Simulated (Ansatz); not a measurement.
LaIr2:
```
LaIr2
1.0
    0.00000     3.85097     3.85097
    3.85097     0.00000     3.85097
    3.85097     3.85097     0.00000
Ir La
4 2
Cartesian
  0.96274   0.96274   0.96274
  0.96274   2.88822   2.88822
  2.88822   2.88822   0.96274
  2.88822   0.96274   2.88822
  3.85097   3.85097   3.85097
  5.77645   5.77645   5.77645
```

Relaxed with r²SCAN.

Problem. Give the Bader charges and basin volumes of the independent atoms, DFT-r²SCAN in the program Ansatz with PAW potentials.

Solution. 

| atom | Bader charge (e) | Bader volume (Å³) |
|---|---|---|
| Ir1 | -0.74 | 19.2 |
| La5 | +1.49 | 18.6 |

Space group Fd-3m (cubic Laves (MgCu2 type)). The workflow started from an entry of the Crystallography Open Database (COD). Its standing as an ambient phase is unchecked. The cell was relaxed with r²SCAN under the symmetry of its start; whether a distortion lowers the energy is not shown. The run is not spin-polarised. Spin–orbit coupling is left out wherever it is not named.

Potentials: the later of the program's two PAW sets.
